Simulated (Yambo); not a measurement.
# Ba$_{2}$SrWO$_{6}$: lowest vertical excitons

```
CELL_PARAMETERS angstrom
      3.10886     1.79490     4.96825
     -3.10886     1.79490     4.96825
      0.00000    -3.58981     4.96825
ATOMIC_POSITIONS crystal
  O  0.78226 0.28590 0.66072
  O  0.21774 0.71410 0.33928
  O  0.66072 0.78226 0.28590
  O  0.33928 0.21774 0.71410
  O  0.28590 0.66072 0.78226
  O  0.71410 0.33928 0.21774
  Sr 0.00000 0.00000 0.00000
  Ba 0.74682 0.74682 0.74682
  Ba 0.25318 0.25318 0.25318
  W  0.50000 0.50000 0.50000
```

The geometry is that of Materials Project entry mp-19078, symmetrised and not relaxed again.

BSE in Yambo on norm-conserving LDA (Quantum ESPRESSO, 84 Ry, scalar-relativistic) bands: 4×4×4 mesh, 15 valence and 9 conduction bands, static screening with 101 bands and a 3 Ry block, scissor 1.75 eV, Tamm-Dancoff; field along x.

```tsv
state	energy (eV)	states within 2 meV	relative strength	class	main transitions
1	3.62	1	< 0.01	dark	several band pairs
2	3.73	1	< 0.01	dark	several band pairs
3	3.75	2	< 0.01	dark	several band pairs
4	3.79	2	< 0.01	dark	several band pairs
5	3.81	1	< 0.01	dark	several band pairs
6	3.96	2	0.02	weak	several band pairs
7	4.02	1	< 0.01	dark	several band pairs
8	4.11	2	0.02	weak	VB → CB (91 %)
9	4.12	1	< 0.01	dark	several band pairs
10	4.12	2	0.77	strong	several band pairs
```

These are vertical excitations (zero momentum). The direct quasiparticle gap on this mesh is 4.54 eV; counted from there, state 1 is bound by 0.92 eV. Convergence with the mesh was not shown.

Spin singlets only. Strengths are relative to the strongest of the lowest states of this run; strong means a line over 3 % of the spectrum's maximum, dark under 0.03 %. Absolute energies carry the error of the G0W0 scissor, whose convergence isn't established; the long-wavelength screening was taken along (1,1,1) although the crystal is anisotropic.

Without spin-orbit coupling, band edges of such heavy elements can be off by tenths of an eV.

The structure is a Materials Project entry; no match was found in the copy of COD used, and its stability was not checked.
